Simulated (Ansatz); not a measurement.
ZnS:
```yaml
crystal:
  lattice:
    - [-1.78227, 1.78227, 2.51992]
    - [1.78227, -1.78227, 2.51992]
    - [1.78227, 1.78227, -2.51992]
  atoms:
    - { symbol: Zn, position: [0.00000, 0.00000, 0.00000] }
    - { symbol: S, position: [0.50000, 0.50000, 0.00000] }
```

Relaxed with r²SCAN+D4. Special points in fractions of this cell's reciprocal vectors: Γ (0.000, 0.000, 0.000); X (0.000, 0.000, 0.500); P (0.250, 0.250, 0.250); N (0.000, 0.500, 0.000); M (0.500, 0.500, -0.500); S (0.375, 0.625, -0.375); S0 (-0.375, 0.375, 0.375); R (-0.250, 0.250, 0.500); G (0.500, 0.500, -0.250).

Question: List the band energies nearest the valence-band maximum at these points for r²SCAN+D4 (plane waves, PAW; program Ansatz).

Answer: In eV from the valence-band maximum; about four levels below and three above (degenerate sets whole), none deeper than 8.9 eV; … stands for higher levels left out; points with the same levels are listed once.

```csv
k,below,above
Γ,-6.53 -6.53 -6.53 -0.66 -0.66 -0.66,2.77 …
X,-5.84 -5.54 -2.71 -2.70,0.13 5.75 …
P,-5.98 -4.17 -4.17 -3.64,4.00 7.47 …
N,-6.36 -6.36 -5.56 -0.11 -0.11,4.44 …
M,-5.84 -5.54 -2.71 -2.71,0.13 5.75 …
S,-6.11 -4.71 -4.41 -1.84,2.22 7.44 …
R,-5.98 -4.17 -4.17 -3.64,3.99 7.47 …
```

Space group Fm-3m (rock salt). This is a known high-pressure phase of the composition, computed here at zero pressure and temperature. Symmetry was held in the r²SCAN+D4 relaxation; whether a distortion lowers the energy is not shown. Point labels and valley counts follow the cell and symmetry of the run, lower than the named group.

Potentials: the later of the program's two PAW sets.
